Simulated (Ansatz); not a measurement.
Au:
```xyz
1
Lattice="-1.6314 1.6314 1.6314 1.6314 -1.6314 1.6314 1.6314 1.6314 -1.6314" Properties=species:S:1:pos:R:3 pbc="T T T"
Au     0.0000     0.0000     0.0000
```

Relaxed with r²SCAN+D4. Special points in fractions of this cell's reciprocal vectors: Γ (0.000, 0.000, 0.000); H (0.500, -0.500, 0.500); N (0.000, 0.000, 0.500); P (0.250, 0.250, 0.250).

Problem. List the band energies nearest the Fermi level at these points for the program Ansatz at the r²SCAN+D4 level (PAW).

Solution. In eV from the Fermi level; about four levels below and three above (degenerate sets whole), none deeper than 8.9 eV; … stands for higher levels left out; points with the same levels are listed once.

| k | below | above |
|---|---|---|
| Γ | -5.15 -5.15 -5.15 -3.23 -3.23 | … |
| H | -7.06 -7.06 -2.04 -2.04 -2.04 | … |
| N | -3.38 -3.05 -1.66 -0.48 | 3.51 … |
| P | -5.59 -5.59 -5.59 -3.00 -3.00 | 2.89 … |

Space group Im-3m (bcc (W type)). The first step of the workflow began from a Materials Project structure, measured or hypothetical; the Crystallography Open Database copy checked does not list it. It is not the phase usual at ambient conditions (space group No. 225). The cell was relaxed with r²SCAN+D4 under the symmetry of its start. At this level the phase is mechanically unstable. The pairwise dispersion correction was not fitted to metals. Scalar-relativistic: spin–orbit coupling is off unless named, which matters more the heavier the elements.

Potentials: the later of the program's two PAW sets.
